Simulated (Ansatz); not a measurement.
Task: Name crystals whose computed values (plane-wave PAW PBE (Ansatz code)) fall in these windows: electron conductivity mass (mₑ) 0.76 to 1.1; gap (eV) 2.1 to 2.7.

Result: 

```json
[
 {"crystal": "CaZrN2, Pna2_1 (Ca on 4a, Zr on 4a, N on 4a, N on 4a)", "electron conductivity mass (mₑ)": "0.93", "gap (eV)": "2.42"}
]
```
Others may fit too.

Typed or built starts, not in the databases checked: CaZrN2, Pna2_1 (Ca on 4a, Zr on 4a, N on 4a, N on 4a). The cell was relaxed under the symmetry of its start. Rows with no word on spin ran without spin polarisation. Spin–orbit coupling is left out wherever it is not named.

Potentials: the earlier of the program's two PAW sets.
